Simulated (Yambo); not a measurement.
G0W0@PBEsol for a free-standing PbI₂ monolayer (symmetry P-3m1, slab cell 16.7 Å high) in Yambo. Reference settings: 6×6×1 Γ-centred k mesh, 141 bands and a 6 Ry block in the screening, 141 bands in G with the Bruneval-Gonze terminator, plasmon pole fitted at 27.2 eV, slab-truncated Coulomb interaction, stochastic integration of W near q = 0. The PBEsol gap (0, 0.167) → Γ on this mesh is 2.46 eV; G0W0 gaps are taken between the same points.

The settings were changed. The gap went from 3.91 eV to 3.85 eV, and the shift of the valence edge from -0.95 eV to -0.77 eV.

### Question
Which change was made?
A) 52 bands in G, no terminator
B) 3 Ry block
C) no stochastic integration of W
D) 64 bands in W

### Answer
D, 64 bands in W. The others gave (gap, valence shift): no stochastic integration of W: 4.64, -1.32 eV; 3 Ry block: 3.74, -0.78 eV; 52 bands in G, no terminator: 3.78, -0.33 eV.

The standard potential for Pb keeps a d shell in the valence without the s and p states of that shell. In tests on such compounds this moved G0W0 gaps by up to about 0.9 eV, so absolute quasiparticle energies here are unreliable; differences between settings are what counts.

Spin-orbit coupling is not included.

Geometry relaxed with PBEsol; primitive cell a = 4.5407 Å, b = 4.5407 Å, c = 16.7000 Å, α = 90.00°, β = 90.00°, γ = 120.00°.

A shift is the quasiparticle energy of the state minus its PBEsol energy.
